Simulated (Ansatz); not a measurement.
In2O3:
Space group R-3c, hexagonal axes (No. 167); a = b = 5.5087 Å, c = 14.5634 Å, α = β = 90.00°, γ = 120.00°

```csv
atom,site,symmetry,x,y,z
In,12c,3.,0.0000,0.0000,0.1429
O,18e,.2,0.2966,0.2966,0.2500
```
(The calculation used a cell of 10 atoms; values per cell refer to that cell.)

Relaxed with r²SCAN.

### Question
Tabulate the valence density and the electron localisation function along the shortest In–O contact (2.13 Å), r²SCAN in the plane-wave PAW code Ansatz.

### Answer


```tsv
distance from In (Å)	density (e/Å³)	ELF
0.21	9.49	0.00
0.32	7.95	0.01
0.43	6.26	0.02
0.53	4.60	0.07
0.64	3.08	0.13
0.75	1.83	0.17
0.85	0.98	0.17
0.96	0.60	0.15
1.07	0.53	0.17
1.17	0.59	0.31
1.28	0.77	0.57
1.38	1.10	0.76
1.49	1.68	0.81
1.60	2.63	0.81
1.70	3.98	0.75
1.81	5.57	0.63
1.92	7.10	0.46
```

The density is the valence pseudo-density with augmentation charge, so density and ELF within about 1 Å of a nucleus are not all-electron values.

The first step of the workflow began from a Materials Project structure, measured or hypothetical; the Crystallography Open Database files this formula in space group No. 167, but the cells were not matched. It is not the phase usual at ambient conditions (space group No. 206). Symmetry was held in the r²SCAN relaxation; its stability against distortions is not shown here.

Potentials: the earlier of the program's two PAW sets.
